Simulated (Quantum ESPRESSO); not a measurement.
```
CELL_PARAMETERS angstrom
      0.00000     4.11818     4.11818
      4.11818     0.00000     4.11818
      4.11818     4.11818     0.00000
ATOMIC_POSITIONS crystal
  O  0.76132 0.76132 0.23868
  O  0.23868 0.23868 0.76132
  O  0.23868 0.76132 0.76132
  O  0.76132 0.23868 0.23868
  O  0.76132 0.23868 0.76132
  O  0.23868 0.76132 0.23868
  Mg 0.50000 0.50000 0.50000
  Ba 0.75000 0.75000 0.75000
  Ba 0.25000 0.25000 0.25000
  W  0.00000 0.00000 0.00000
```

The geometry is that of Materials Project entry mp-18986, symmetrised and not relaxed again.

What does norm-conserving LDA (Quantum ESPRESSO, 84 Ry, without SOC) give for the electronic structure near the Fermi level?

The LDA gap is indirect, 2.69 eV, from Γ to X; the smallest direct gap is 2.74 eV. Spin-orbit coupling is left out, which matters for elements this heavy: edges can move by tenths of an eV.
